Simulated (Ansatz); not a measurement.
O-17 NMR of the central transition in CuHCSO₅

Cell: a structure deposited in the COD whose atoms were relaxed with PBE, the cell held.

Space group P2_1/c (No. 14); a = 8.5900, b = 4.8980, c = 12.0274 Å, β = 95.19°.

| site | Wyckoff | site symmetry | x | y | z |
| --- | --- | --- | --- | --- | --- |
| Cu | 4e | 1 | 0.2394 | 0.2457 | 0.0348 |
| H | 4e | 1 | 0.8941 | 0.1241 | 0.2932 |
| C | 4e | 1 | 0.3995 | 0.0996 | 0.1172 |
| S | 4e | 1 | 0.8841 | 0.2455 | 0.1211 |
| O17 | 4e | 1 | 0.0417 | 0.3741 | 0.1222 |
| O21 | 4e | 1 | 0.8350 | 0.2639 | 0.2438 |
| O25 | 4e | 1 | 0.7614 | 0.3976 | 0.0544 |
| O29 | 4e | 1 | 0.5003 | 0.9897 | 0.1673 |
| O33 | 4e | 1 | 0.8909 | 0.9544 | 0.0913 |

One atom of each set is listed.

All values are calculated (Ansatz; DFT, r2SCAN, plane waves and PAW, scalar-relativistic, 500 eV cutoff, Γ-centred 3×5×2 k-points, Fermi–Dirac smearing 0.02 eV), not measured.

O-17 has I = 5/2 and Q = -25.58 mb (Pyykkö 2018); at 35.2 T its Larmor frequency is ν₀ = 203.3 MHz. Only the quadrupole interaction is simulated: positions count from each site's isotropic chemical shift, and J coupling is left out, as are shift anisotropy and dipolar coupling, which fast spinning averages.

Question: What does the O-17 spectrum (fast magic-angle spinning) show for each site?

Answer: 

```csv
site,first shell,C_Q (MHz),η,P_Q (MHz),δ_QIS (ppm),breadth (kHz)
O17,"1 S at 1.49 Å, 1 Cu at 2.17 Å; also 1 H at 1.65 Å",-9.00,0.27,9.10,-12.0,5.59
O21,"1 H at 1.01 Å, 1 S at 1.57 Å, angle 110°",-9.52,0.91,10.7,-16.8,7.60
O25,"1 S at 1.47 Å, 1 Cu at 2.05 Å, angle 133°; also 1 Cu at 3.33 Å",-8.95,0.07,8.95,-11.6,5.18
O29,1 C at 1.14 Å; also 1 Cu at 2.91 Å,2.17,0.14,2.18,-0.688,0.312
O33,"1 S at 1.47 Å, 1 Cu at 2.05 Å, angle 128°",-8.78,0.20,8.84,-11.4,5.21
```

δ_QIS = −(ν_Q²/30ν₀²)[I(I+1) − 3/4](1 + η²/3) × 10⁶ ppm with ν_Q = 3|C_Q|/[2I(2I−1)]; it falls as 1/B₀² in ppm, and the breadth as 1/B₀ in kHz.

At O17, O25 and O33 V_zz points along the shorter of its two bonds, to S (within 5°) in each case. At O29 V_zz points along its bond to C (within 2°).

The largest force is 0.9 eV/Å, so the atoms aren't at the calculated equilibrium and relaxing them would move these values. The entry's hydrogen positions were far off; the other atoms hardly move on relaxation.

The run took 1.8 min of wall time (1.8 min of CPU time) and 2.2 GiB at its peak, on 1 thread of Intel Xeon 6975P-C (Granite Rapids) (x86_64; 48 cores open to the job, memory cap 3.0 GiB, no GPU), a shared host with a load of 0.5 a core.
